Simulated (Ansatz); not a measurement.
Input, command and steps of an Ansatz relaxation.

```yaml
crystal:
  lattice:
    - [0.0, 4.3363015035, 4.3363015035]
    - [4.3363015035, 0.0, 4.3363015035]
    - [4.3363015035, 4.3363015035, 0.0]
  atoms:
    - { symbol: Sc, position: [0.0, 0.0, 0.0] }
    - { symbol: Sc, position: [0.25, 0.25, 0.25] }
    - { symbol: Bi, position: [0.625, 0.625, 0.625] }
    - { symbol: Bi, position: [0.125, 0.625, 0.625] }
    - { symbol: Bi, position: [0.625, 0.625, 0.125] }
    - { symbol: Bi, position: [0.625, 0.125, 0.625] }
basis:
  ecutwfc: 500
kpoints:
  mp_grid: { grid: [4, 4, 4] }
hamiltonian:
  xc: r2scan
scf:
  occupations: { method: gaussian, width: 0.1 }
  lower_state_search: "off"
output:
  forces: true
  stress: true
  eigenvalues: true
relax:
  adjacent_minimum: "off"
  f_tol: 0.04
  max_steps: 70
  cell: { stress_tol: 0.4 }
```

```bash
ansatz run input.yaml --threads 1 --pin off --max-ram 2560MiB --backend cpu --events-out ev --progress --plain --runs-dir out
```

Theory: DFT r2SCAN, scalar-relativistic, plane waves, PAW in Ansatz.

Of 4 frames 4 are shown, positions in Å and forces in eV/Å; the SCF threshold varies from step to step. Steps run on the plane waves of an earlier cell, with a Pulay correction in the pressure. The basis is chosen afresh for the last frame, the zero of the energies, and at times for earlier ones too; energy and pressure step there, also at an unchanged geometry.

```xyz
6
Lattice="0.0000 4.3363 4.3363 4.3363 0.0000 4.3363 4.3363 4.3363 0.0000" Properties=species:S:1:pos:R:3:forces:R:3 pbc="T T T" step=1 free_energy_over_end_meV_per_atom=88.97 pressure_GPa=8.96
Sc    0.0000    0.0000    0.0000    0.0000    0.0000    0.0000
Sc    2.1682    2.1682    2.1682    0.0000    0.0000    0.0000
Bi    5.4204    5.4204    5.4204    0.0000    0.0000    0.0000
Bi    5.4204    3.2522    3.2522    0.0000    0.0000    0.0000
Bi    3.2522    3.2522    5.4204    0.0000    0.0000    0.0000
Bi    3.2522    5.4204    3.2522    0.0000    0.0000    0.0000
6
Lattice="0.0000 4.5477 4.5477 4.5477 0.0000 4.5477 4.5477 4.5477 0.0000" Properties=species:S:1:pos:R:3:forces:R:3 pbc="T T T" step=2 free_energy_over_end_meV_per_atom=3.40 pressure_GPa=-1.08
Sc    0.0000    0.0000    0.0000    0.0000    0.0000    0.0000
Sc    2.2738    2.2738    2.2738    0.0000    0.0000    0.0000
Bi    5.6846    5.6846    5.6846    0.0000    0.0000    0.0000
Bi    5.6846    3.4108    3.4108    0.0000    0.0000    0.0000
Bi    3.4108    3.4108    5.6846    0.0000    0.0000    0.0000
Bi    3.4108    5.6846    3.4108    0.0000    0.0000    0.0000
6
Lattice="0.0000 4.5230 4.5230 4.5230 0.0000 4.5230 4.5230 4.5230 0.0000" Properties=species:S:1:pos:R:3:forces:R:3 pbc="T T T" step=3 free_energy_over_end_meV_per_atom=1.21 pressure_GPa=-0.21
Sc    0.0000    0.0000    0.0000    0.0000    0.0000    0.0000
Sc    2.2615    2.2615    2.2615    0.0000    0.0000    0.0000
Bi    5.6538    5.6538    5.6538    0.0000    0.0000    0.0000
Bi    5.6538    3.3923    3.3923    0.0000    0.0000    0.0000
Bi    3.3923    3.3923    5.6538    0.0000    0.0000    0.0000
Bi    3.3923    5.6538    3.3923    0.0000    0.0000    0.0000
6
Lattice="0.0000 4.5230 4.5230 4.5230 0.0000 4.5230 4.5230 4.5230 0.0000" Properties=species:S:1:pos:R:3:forces:R:3 pbc="T T T" step=4 free_energy_over_end_meV_per_atom=0.00 pressure_GPa=-0.19
Sc    0.0000    0.0000    0.0000    0.0000    0.0000    0.0000
Sc    2.2615    2.2615    2.2615    0.0000    0.0000    0.0000
Bi    5.6538    5.6538    5.6538    0.0000    0.0000    0.0000
Bi    5.6538    3.3923    3.3923    0.0000    0.0000    0.0000
Bi    3.3923    3.3923    5.6538    0.0000    0.0000    0.0000
Bi    3.3923    5.6538    3.3923    0.0000    0.0000    0.0000
```

The start puts this composition into another compound's structure type, which needn't suit it. At the end the space group is Fd-3m (tolerance 0.05 Å).

Time: 57 s on 1 thread of Arm Neoverse V1, with other jobs on the host, peak memory 0.93 GiB.

The k mesh is coarse. Spin–orbit coupling is left out, which can shift energies with elements as heavy as these. Spin polarisation was left out, and a magnetic state may lie lower.